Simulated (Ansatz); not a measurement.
## SiO2 — electric field gradients

The cell is an entry of the Crystallography Open Database (COD), its atoms then relaxed with PBE in this cell.

Space group P4_12_12 (No. 92); a = 4.9727, c = 6.9257 Å.

```csv
site,Wyckoff,site symmetry,x,y,z
Si,4a,..2,0.3055,0.3055,0.0000
O,8b,1,0.2365,0.1167,0.1852
```

One atom of each set is listed.

Method: Kohn–Sham DFT in Ansatz, PBE, plane waves and PAW (field gradients read without the response of the frozen cores, which leaves them typically 4 to 6 % off), scalar-relativistic, 420 eV cutoff, Γ-centred 5×5×4 k-points, Fermi–Dirac smearing 0.02 eV.

Conventions: |V_zz| ≥ |V_yy| ≥ |V_xx|, η = (V_xx − V_yy)/V_zz, C_Q = eQV_zz/h. ν_Q = 3|C_Q|/[2I(2I − 1)].

O-17: I = 5/2, Q = -25.58 mb. Nuclear quadrupole moments: year-2017 set (Pyykkö).

```csv
site,atoms,first shell,C_Q (MHz),η,ν_Q (MHz)
O,8,"2 Si at 1.62–1.63 Å, angle 143°",-6.03,0.19,0.905
```

At O V_zz runs parallel to the line that joins its two neighbours (within 1°).

Si has no stable isotope with a ground-state quadrupole moment in the table, so these sites are left out.

Hardware: 1 thread of Intel Xeon Platinum 8375C CPU @ 2.90GHz (Ice Lake) (x86_64; 90 cores open to the job, memory cap 2.5 GiB, no GPU), a shared host with a load of 0.8 a core. Wall time 23 s, CPU time 23 s, peak memory 0.43 GiB.
